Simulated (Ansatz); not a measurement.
Consider the following.

ZnAu:
```xyz
2
Lattice="3.1286 0.0000 0.0000 0.0000 3.1286 0.0000 0.0000 0.0000 3.1286" Properties=species:S:1:pos:R:3 pbc="T T T"
Au     0.0000     0.0000     0.0000
Zn     1.5643     1.5643     1.5643
```

This is the PBEsol-relaxed structure.

All from DFT-PBEsol in the program Ansatz with PAW potentials, unless another level is named. Give the formation energy from the elements (no fitted shifts).

-0.22 eV/atom.

And the density of states at the Fermi level?

0.24 states/eV per atom (mean over ±0.08 eV).

What about the gap with spin–orbit coupling?

none (metallic).

Space group Pm-3m (CsCl type). The cell was relaxed with PBEsol under the symmetry of its start; of distortions, only those at the zone centre were tested. The references are the lowest solids computed at this level, not always the standard phases. Spin–orbit coupling is left out wherever it is not named.

Potentials: the later of the program's two PAW sets.
